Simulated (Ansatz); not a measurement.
Symmetry broken, then relaxed in Pt

All numbers below come from DFT LDA, scalar-relativistic, plane waves, PAW (Ansatz). Settings: plane waves to 420 eV, k-mesh 12×12×8 (Γ-centred), Gaussian smearing 0.15 eV. Spin–orbit coupling is left out, which can shift energies with elements as heavy as these. No spin polarisation. Energies are free energies at this smearing, counted from the undisturbed cell; pressure is positive in compression.

Reference structure (relaxed at this level; this form isn't the usual structure):

```yaml
crystal:
  lattice:
    - [2.70796, 0.00000, 0.00000]
    - [-1.35398, 2.34516, 0.00000]
    - [0.00000, 0.00000, 4.67816]
  atoms:
    - { symbol: Pt, position: [0.66667, 0.33333, 0.75000] }
    - { symbol: Pt, position: [0.33333, 0.66667, 0.25000] }
```

The atoms are displaced (Å, in the unstrained cell):

```tsv
atom	ux	uy	uz
Pt1	0.018	0.239	0.045
Pt2	-0.018	-0.239	-0.045
```

Cell and atoms are then relaxed.

Task: Does the relaxation return to the undisturbed structure?

Result: No. It ends 57.3 meV/atom below it. The disturbance itself cost -7.1 meV/atom. The final space group reads I4/mmm (tolerance 0.05 Å) and the volume changes by 0.44 %.

Final structure:

```
CELL_PARAMETERS angstrom
2.68094 0.00002 -0.00004
-1.34046 2.35373 0.00076
-0.00007 0.00147 4.72875
ATOMIC_POSITIONS crystal
Pt 0.75000 0.50001 0.75000
Pt 0.25000 0.49999 0.25000
```

The relaxation, step by step (energy from the first step; small jumps at an unchanged geometry come where the plane waves are selected anew for the new cell):

```tsv
step	ΔE (meV/atom)	largest force component (eV/Å)	pressure (GPa)
1	0.0	1.242	2.18
2	-11.1	1.418	1.89
3	-50.0	0.008	-0.38
4	-50.2	0.002	-0.01
5	-50.2	0.000	0.00
6	-50.2	0.000	0.00
```

Frames along the relaxation (Å, eV/Å):

```xyz
2
Lattice="2.708 0.000 0.000 -1.354 2.345 0.000 0.000 0.000 4.678" Properties=species:S:1:pos:R:3:forces:R:3 pbc="T T T" step=1
Pt    1.372    1.021    3.554   -0.121    0.195   -1.242
Pt   -0.018    1.324    1.125    0.121   -0.195    1.242
2
Lattice="2.697 0.003 -0.007 -1.346 2.357 0.008 -0.011 0.009 4.686" Properties=species:S:1:pos:R:3:forces:R:3 pbc="T T T" step=2
Pt    1.339    1.136    3.464    0.043    0.085    1.418
Pt    0.000    1.233    1.223   -0.043   -0.085   -1.418
2
Lattice="2.677 -0.002 0.006 -1.340 2.359 -0.002 0.011 0.002 4.735" Properties=species:S:1:pos:R:3:forces:R:3 pbc="T T T" step=3
Pt    1.344    1.181    3.555    0.008   -0.002   -0.002
Pt    0.003    1.178    1.184   -0.008    0.002    0.002
2
Lattice="2.681 0.000 -0.001 -1.340 2.354 0.002 -0.003 0.002 4.729" Properties=species:S:1:pos:R:3:forces:R:3 pbc="T T T" step=4
Pt    1.338    1.179    3.546    0.002   -0.001   -0.001
Pt    0.000    1.177    1.183   -0.002    0.001    0.001
2
Lattice="2.681 0.000 0.000 -1.340 2.354 0.001 0.000 0.001 4.729" Properties=species:S:1:pos:R:3:forces:R:3 pbc="T T T" step=5
Pt    1.340    1.178    3.547    0.000    0.000    0.000
Pt    0.000    1.177    1.183    0.000    0.000    0.000
2
Lattice="2.681 0.000 0.000 -1.340 2.354 0.001 0.000 0.001 4.729" Properties=species:S:1:pos:R:3:forces:R:3 pbc="T T T" step=6
Pt    1.340    1.178    3.547    0.000    0.000    0.000
Pt    0.000    1.177    1.183    0.000    0.000    0.000
```

Cost: 3 runs of about 2.2 core-minutes in all, on Arm Neoverse V1 (shared hosts).